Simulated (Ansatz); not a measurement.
Relaxed SnSe2 (CdI2 type):

```yaml
crystal:
  lattice:
    - [7.65168, 0.00000, 0.00000]
    - [-1.91292, 3.31327, 0.00000]
    - [0.00000, 0.00000, 6.23092]
  atoms:
    - { symbol: Sn, position: [0.00000, 0.00000, 0.00000] }
    - { symbol: Sn, position: [0.50000, 0.00000, 0.00000] }
    - { symbol: Se, position: [0.16667, 0.66667, 0.25294] }
    - { symbol: Se, position: [0.66667, 0.66667, 0.25294] }
    - { symbol: Se, position: [0.33333, 0.33333, 0.74706] }
    - { symbol: Se, position: [0.83333, 0.33333, 0.74706] }
```

In this cell atom 1 (Sn, nearest neighbour Se at 2.713 Å; its periodic images, 3.8 Å or more away, move with it) is moved by s along Cartesian x, unit vector (1.000, 0.000, 0.000); all other atoms and the cell stay fixed.

These are r2SCAN+rVV10 (plane waves to 500 eV, PAW, scalar-relativistic; Ansatz, a quantum-chemistry and plane-wave program) values and carry that method's errors. k mesh 4×8×5 (Γ-centred), Fermi-Dirac smearing 0.05 eV. E stands for the smeared free energy. SnSe2 was relaxed with its symmetry unable to fall. ΔE is measured from the undisplaced structure.

| s (Å) | ΔE (meV/cell) |
|---|---|
| -0.270 | 346 |
| -0.216 | 220 |
| -0.162 | 123 |
| -0.108 | withheld |
| -0.054 | 14 |
| 0.000 | 0 |
| 0.054 | 14 |
| 0.108 | withheld |
| 0.162 | 123 |
| 0.216 | 220 |
| 0.270 | 346 |

Fit an even polynomial form (powers 2, 4) to the given rows and predict ΔE at s = 0.108.

Least squares on the 9 given rows: ΔE = (4659)·s² + (1197)·s⁴, in meV/cell with s in Å; root-mean-square residual 0.2 meV/cell. At 0.108 the fit gives 55 meV/cell; the calculation gives 55 meV/cell, the same to the digits shown. The quadratic term alone would give 54 meV/cell.

(For displaced atoms, the force is minus the slope of the energy, and its curvature is a force constant, which sets phonon frequencies.)
